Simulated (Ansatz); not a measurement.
LaHO₂:
```
CELL_PARAMETERS angstrom
      4.44752     0.00000     0.00000
      0.00000     3.94278     0.00000
     -1.91302     0.00000     6.13323
ATOMIC_POSITIONS crystal
  La 0.33017 0.75000 0.69286
  La 0.66983 0.25000 0.30714
  H  0.02177 0.25000 0.93076
  H  0.97823 0.75000 0.06924
  O  0.24034 0.25000 0.46236
  O  0.75966 0.75000 0.53764
  O  0.24191 0.25000 0.94010
  O  0.75809 0.75000 0.05990
```

Relaxed with r²SCAN. Special points in fractions of this cell's reciprocal vectors: Γ (0.000, 0.000, 0.000); Z (0.000, 0.500, 0.000); D (0.000, 0.500, 0.500); B (0.000, 0.000, 0.500); A (-0.500, 0.000, 0.500); E (-0.500, 0.500, 0.500); C2 (-0.500, 0.500, 0.000); Y2 (-0.500, 0.000, 0.000).

Problem. List the band energies nearest the valence-band maximum at these points for the program Ansatz at the r²SCAN with spin–orbit coupling level (PAW).

Solution. In eV from the valence-band maximum; about four levels below and three above (degenerate sets whole), none deeper than 8.9 eV; points with the same levels are listed once.

```
k                                 below                above
--  -----------------------------------  -------------------
Γ               -0.52 -0.52 -0.20 -0.20  4.40 4.40 5.01 5.01
Z               -0.37 -0.37 -0.37 -0.37  5.15 5.15 5.15 5.15
D               -0.32 -0.32 -0.32 -0.32  5.18 5.18 5.18 5.18
B                 -0.47 -0.47 0.00 0.00  5.07 5.07 5.24 5.24
A   -0.90 -0.90 -0.90 -0.90 -0.77 -0.77  5.32 5.32 5.38 5.38
E               -0.44 -0.44 -0.44 -0.44  5.16 5.16 5.16 5.16
C2              -0.41 -0.41 -0.41 -0.41  5.32 5.32 5.32 5.32
Y2              -0.71 -0.71 -0.59 -0.59  5.07 5.07 5.39 5.39
```

Space group P2_1/m. The workflow started from a Materials Project entry (that database holds measured and hypothetical structures alike); the Crystallography Open Database copy checked does not list it. Whether it is the stable phase at ambient conditions was not checked. The r²SCAN relaxation kept the symmetry of its start; its stability against distortions is not shown here.

Potentials: the later of the program's two PAW sets.
